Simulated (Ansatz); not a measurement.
## BaNa₃P₂O₈: distorted cells

Theory: DFT PBEsol, scalar-relativistic, plane waves, PAW in Ansatz.

Settings: cutoff 420 eV, Γ-centred mesh 6×6×6 on the computed 14-atom cell, Gaussian smearing of 0.10 eV; no spin polarisation.

Reference cell:

```
CELL_PARAMETERS angstrom
5.62274 0.00000 0.00000
-2.81137 4.86944 0.00000
0.00000 0.00000 7.13822
ATOMIC_POSITIONS crystal
Na 0.33333 0.66667 0.66887
Na 0.66667 0.33333 0.33113
Na 0.00000 0.00000 0.50000
Ba 0.00000 0.00000 0.00000
P 0.33333 0.66667 0.22072
P 0.66667 0.33333 0.77928
O 0.33333 0.66667 0.00355
O 0.66667 0.33333 0.99645
O 0.18406 0.81594 0.29783
O 0.81594 0.18406 0.70217
O 0.18406 0.36811 0.29783
O 0.81594 0.63189 0.70217
O 0.63189 0.81594 0.29783
O 0.36811 0.18406 0.70217
```

Each variant moves atoms of this cell by the vectors given, if any (Å), and then applies a symmetric strain (tensor components, Cartesian axes). The reference cell isn't relaxed at this level. Energies are per atom at zero smearing, counted from the lowest variant. Pressure is positive in compression.

1. strain (xx yy zz yz xz xy, %) 4.40 4.40 -1.60 0.00 0.00 0.00; moves: Na1 (0.000, 0.000, -0.261); Na2 (0.000, 0.000, 0.047); Na3 (0.000, 0.000, 0.060); Ba4 (0.000, 0.000, 0.487); P5 (0.000, 0.000, 0.196); P6 (0.000, 0.000, 0.241); O7 (0.000, 0.000, -0.173); O8 (0.000, 0.000, 0.060); O9 (0.031, 0.110, -0.169); O10 (-0.200, -0.246, -0.050); O11 (-0.110, -0.028, -0.169); O12 (0.313, -0.050, -0.050); O13 (0.080, -0.081, -0.169); O14 (-0.113, 0.296, -0.050)
2. strain (xx yy zz yz xz xy, %) 0.76 2.82 0.24 -2.00 0.06 -0.70; moves: Na1 (0.001, -0.143, 0.085); Na2 (0.042, 0.082, 0.088); Na3 (0.039, -0.152, 0.050); Ba4 (-0.252, 0.063, -0.063); P5 (0.136, 0.179, 0.112); P6 (-0.208, 0.056, -0.232); O7 (0.170, 0.032, 0.037); O8 (0.424, -0.025, 0.030); O9 (-0.083, 0.036, 0.007); O10 (-0.198, 0.258, 0.043); O11 (-0.294, 0.002, -0.037); O12 (0.048, -0.071, -0.070); O13 (0.176, 0.007, 0.017); O14 (0.000, -0.324, -0.066)
3. no strain; moves: O10 (0.000, 0.375, 0.000)
4. no strain; moves: O14 (-0.073, -0.021, 0.049)
5. no strain; moves: O9 (0.045, 0.000, 0.000)
6. strain (xx yy zz yz xz xy, %) 1.72 2.35 -6.97 1.18 2.04 -0.54; moves: Na1 (-0.319, -0.184, -0.078); Na2 (-0.133, -0.077, -0.097); Na3 (-0.003, -0.002, -0.073); Ba4 (0.227, 0.131, -0.037); P5 (-0.190, -0.110, -0.029); P6 (0.040, 0.023, -0.053); O7 (-0.100, -0.058, 0.061); O8 (0.390, 0.225, 0.206); O9 (0.020, 0.107, -0.101); O10 (-0.011, 0.061, -0.135); O11 (0.103, -0.036, -0.101); O12 (0.047, -0.040, -0.135); O13 (0.014, 0.008, 0.132); O14 (-0.086, -0.050, 0.439)

```tsv
variant	ΔE (meV/atom)	P (GPa)	largest force (eV/Å)	space group
1	412.3	-3.47	19.67	P3
2	401.5	-2.19	10.20	P1
3	55.9	0.58	8.57	P1
4	2.6	-3.59	1.90	P1
5	0.0	-2.28	1.46	P1
6	346.7	6.91	13.33	Cm
```

The cell has an odd number of electrons and was run without spin polarisation, which forces a half-filled band: energy, forces and stress belong to that artificial state. Some atoms are far too close here, so the PAW spheres overlap strongly and the numbers are rough.